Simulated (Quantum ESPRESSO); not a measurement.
## InGa2AlP4 (a curve over one atom's position)

Computed values, not a measurement. The program is pw.x of Quantum ESPRESSO 7.5 (plane-wave density functional theory). The cell is made up: 8 atoms on a zincblende/diamond lattice, with randomly drawn elements, strain and displacements, not relaxed. PseudoDojo standard norm-conserving files (v0.5 for PBE, v0.4.1 for LDA and PBEsol) set the functional; there is no spin polarisation, spin-orbit coupling or dispersion term, and the masses in the input are unused placeholders.

Seven runs move atom 5 (P, counted in the order of the input) along z and keep all else fixed.

Input of the run at -0.0122:

```
&control calculation='scf', pseudo_dir='./dojo.nc.sr.pbe.v0_5.standard.upf', outdir='./o', disk_io='low', tprnfor=.true., tstress=.true. /
&system ibrav=0, nat=8, ntyp=4, nbnd=37, ecutwfc=79.96652505, nosym=.true., tot_charge=0,
 occupations='smearing', smearing='fd', degauss=0.0018374661
/
&electrons conv_thr=7.350e-09, electron_maxstep=60, /
ATOMIC_SPECIES
Al 1.0 Al.upf
Ga 1.0 Ga.upf
In 1.0 In.upf
P 1.0 P.upf
CELL_PARAMETERS angstrom
5.5419 0.0 0.0
0.0 5.5419 0.0
0.0 0.0 5.5419
ATOMIC_POSITIONS angstrom
In -0.0212 -0.0385 -0.0476
Ga -0.005 2.8479 2.6922
Al 2.7454 -0.0286 2.7352
Ga 2.7043 2.7595 -0.0705
P 1.4227 1.3337 1.4182
P 1.368 4.23 4.1014
P 4.2189 1.3632 4.1491
P 4.2106 4.0845 1.3129
K_POINTS automatic
4 4 4 1 1 1
```

| shift of atom 5 along z (Å) | free energy less that of the input shown (eV) | Fx on atom 5 (eV/Å) | Fy on atom 5 (eV/Å) | Fz on atom 5 (eV/Å) | pressure (GPa) | iterations |
| --- | --- | --- | --- | --- | --- | --- |
| -0.0549 | 0.0133 | 0.321 | 1.251 | 0.557 | 5.03 | 10 |
| -0.0292 | 0.0028 | 0.243 | 1.258 | 0.262 | 5.00 | 10 |
| -0.0122 | 0.0000 | 0.191 | 1.264 | 0.067 | 4.98 | 10 |
| +0.0146 | 0.0023 | 0.109 | 1.276 | -0.237 | 4.97 | 10 |
| +0.0560 | 0.0217 | -0.018 | 1.300 | -0.700 | 4.98 | 10 |
| +0.0646 | 0.0281 | -0.045 | 1.305 | -0.795 | 4.99 | 10 |

Question: one run is left out of the table, at -0.0222. Estimate its Fz on atom 5 (eV/Å).

Answer: 0.181. The whole row:

```
shift of atom 5 along z (Å)  free energy less that of the input shown (eV)  Fx on atom 5 (eV/Å)  Fy on atom 5 (eV/Å)  Fz on atom 5 (eV/Å)  pressure (GPa)  iterations
                    -0.0222                                         0.0012                0.221                1.261                0.181            4.99          10
```

A cubic fit gives dFz/dz = -11.36 eV/Å² at zero shift. Across the table the free energy follows the integral of the force to within 0.1 meV. A rerun of one of the cells at 1377 eV and a 6 x 6 x 6 mesh moved values by no more than 0.008 eV in energy, 0.02 GPa in stress and 0.002 eV/Å in force.